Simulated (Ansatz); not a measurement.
**Al (fcc, Cu type), generalised stacking-fault energy along a line**

Al (fcc, Cu type) is sheared across one {111} plane: the third cell vector gains the shift, so faults repeat every 14.0 Å. The cut lies between planes 2.33 Å apart; the cell height is held.

```
CELL_PARAMETERS angstrom
      2.85670     0.00000     0.00000
      1.42835     2.47398     0.00000
      0.00000     0.00000    13.99493
ATOMIC_POSITIONS crystal
  Al 0.00000 0.00000 0.91667
  Al 0.66667 0.66667 0.08333
  Al 0.33333 0.33333 0.25000
  Al 0.00000 0.00000 0.41667
  Al 0.66667 0.66667 0.58333
  Al 0.33333 0.33333 0.75000
```

In-plane vectors a = (2.857, 0.000) Å, b = (1.428, 2.474) Å, area 7.07 Å². The shift is s times the vector a + b (length 4.948 Å), so s = 1 restores the start. Atoms relax along the normal only. γ = [E(shift) − E(0)] / area.

These are PBE (plane waves to 420 eV, PAW, scalar-relativistic; Ansatz, an electronic-structure program) values and carry that method's errors. k mesh 16×16×3 (Γ-centred), Fermi-Dirac smearing 0.05 eV. Energies are extrapolated to zero smearing. Stress and pressure are positive under compression. With partly filled bands, the k mesh leaves noise in γ, roughly 0.02 J/m² as judged from a few cases. Faults lie only 14.0 Å apart, and holding the cell height raises γ above its relaxed value. Al was relaxed with its symmetry unable to fall. The PAW data are Ansatz's earlier set. γ is measured from zero shift.

| s | γ (meV/Å²) | σ normal to the fault (GPa) |
|---|---|---|
| 0.000 | 0 | 0.4 |
| 0.083 | 7 | 1.2 |
| 0.167 | 21 | 2.7 |
| 0.250 | 32 | 3.6 |
| 0.333 | 35 | 3.8 |
| 0.417 | 32 | 3.4 |
| 0.500 | 24 | 2.3 |
| 0.583 | 14 | 0.7 |
| 0.667 | 9 | 0.4 |
| 0.750 | 12 | 1.0 |
| 0.833 | 11 | 1.2 |
| 0.917 | 5 | 0.8 |

Derived quantities:

```
Item                                                              Value
------------------------------------------------------------  ---------
Highest computed γ on the line                                0.57 J/m²
Position of the highest point                                 s = 0.333
Local minima between the ends                                 s = 0.667
γ at the intrinsic stacking fault, s = 0.667                  0.14 J/m²
Steepest slope dγ/d(shift) before the first maximum (spline)    5.7 GPa
```

The 12 points together took about 17 core-minutes (a rough figure).

(The slope of γ gives the shear force per area between the displaced halves; near zero shift its curvature is an elastic stiffness.)
